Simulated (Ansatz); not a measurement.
The elements of this relaxed trial crystal are hidden behind letters.

```
lattice vectors (Å)
  -2.0046    2.0046   14.3062
   2.0046   -2.0046   14.3062
   2.0046    2.0046  -14.3062
fractional positions
X 0.3985 0.3985 0.0000
X 0.6015 0.6015 0.0000
Z 0.7970 0.7970 0.0000
Z 0.0000 0.0000 0.0000
Z 0.2030 0.2030 0.0000
Q 0.3434 0.8434 0.5000
Q 0.9535 0.4535 0.5000
Q 0.5465 0.0465 0.5000
Q 0.1566 0.6566 0.5000
Q 0.7500 0.2500 0.5000
```

Computed with DFT PBE, scalar-relativistic, plane waves, PAW in Ansatz 0.2.0. Cutoff 420 eV, Γ-centred 10×10×10 mesh (10-atom cell), Gaussian smearing of 0.02 eV, no spin polarisation.

```
Space group                                  : I-4m2 (No. 119)
Conventional cell                            : a = 4.009 Å, c = 28.612 Å
Volume per atom                              : 22.99 Å³
Density                                      : 4.29 g/cm³
Energy over the elements                     : −0.334 eV/atom
Gap on the 10×10×10 mesh of the 10-atom cell : 0.89 eV
```

Energies are uncorrected and count from the elements' standard states at the same level.

Task: X is a p-block element of period 5, Z is a p-block element of period 4 and Q is a p-block element of period 3. Which elements are they?

Result: X = In, Z = Ga, Q = P, so the formula is In2Ga3P5. Density times volume gives a mean mass of 4.29 × 22.99/1.6605 = 59.4 u per atom, and this set has 59.4 u. In has 4 P at 2.55 Å; Ga on a site of symmetry 2mm has 4 P at 2.41 Å; around P on a site of symmetry 2mm lie 2 Ga at 2.41 Å and 2 In at 2.55 Å; 3 more sites not described. Other sets within the hints have nearly the same mass, so mass alone doesn't settle it; this one was computed.

Kohn–Sham gaps at this level usually fall short of measured ones. A later test with randomly moved atoms came back to the same energy, though modes that don't fit the test's cell weren't probed.
